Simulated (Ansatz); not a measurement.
Be, one cell by several methods

```xyz
2
Lattice="2.2535 0.0000 0.0000 -1.1268 1.9516 0.0000 0.0000 0.0000 3.6009" Properties=species:S:1:pos:R:3 pbc="T T T"
Be    0.0000    1.3011    0.9002
Be    1.1268    0.6505    2.7007
```

Atom numbers follow the list: Be1, Be2.

The cell comes from COD entry 9012017, which wasn't checked; take it as a given geometry. It was measured hot, at 658 K. The listed cell was then made from it by scaling, straining or moving an atom.

Methods: DFT, PBE, PAW with Ansatz's default frozen-core files, scalar-relativistic (Ansatz 0.2.0); DFT, PBE, all-electron LAPW, scalar-relativistic (Ansatz 0.2.0).

For PAW: a Γ-centred 16×16×9 k mesh, Fermi–Dirac smearing of 0.05 eV, cutoff 420 eV, no spin polarisation. LAPW targets a basis error of 1 meV/atom. The Ansatz runs share mesh, smearing and spin set-up. Plane-wave (PAW) pressures include the program's estimate of the Pulay term.

Stress and pressure are positive in compression.

The change that made this cell: x and y strained by -2 %, z held.

PAW results:

```csv
quantity,PAW
pressure (GPa),-0.29
stress xx (GPa),1.85
stress zz (GPa),-4.56
```

What does full-potential LAPW give for the same quantities?


```csv
quantity,LAPW
pressure (GPa),-0.32
stress xx (GPa),1.82
stress zz (GPa),-4.60
```
